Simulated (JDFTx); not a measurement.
```yaml
surface: Al(100)
bulk: Al, Fm-3m, lattice of mp-134 (not re-optimised)
slab: 5 atoms in 5 planes, (1×1), 8.2 Å between the outermost planes
in-plane cell: 2.856 × 2.856 Å, 8.16 Å²
cell_height: 27.1 Å
sampling: 8×8×1 k mesh, Fermi smearing 0.01 Ha, no spin polarisation
```

Adsorbate: OH on both faces at 1.00 monolayer, started ontop and relaxed in vacuum, keeping the symmetry of the start.

Level of theory: PBE, GBRV ultrasoft potentials, plane waves to 20/100 Ha; code: a modified build of JDFTx. The adsorption energy per OH is [E(slab + 2 OH) − E(slab)]/2 − (E(H2O) − ½ E(H2)), with the gas molecules relaxed at the same level and slab energies taken as (E + F)/2, the usual estimate of zero smearing. In reaction energies these potentials put H₂ about 0.03 eV too high against large-basis PBE. Energies are static: no zero-point or thermal terms. Reconstruction of the substrate beyond this cell is outside the model.

Predict the adsorption energy and the geometry, and the change of the work function.

-1.16 eV. O sits 1.33 Å above the highest substrate atom, bound to 2 Al at 1.95 Å; O–H is 0.99 Å. The work function goes from 4.27 to 2.66 eV. In CANDLE, water, 1 M KCl, at zero charge, the adsorption energy is -1.17 eV and the potential of zero charge moves from -0.48 to -2.05 V vs SHE (4.44 V convention).
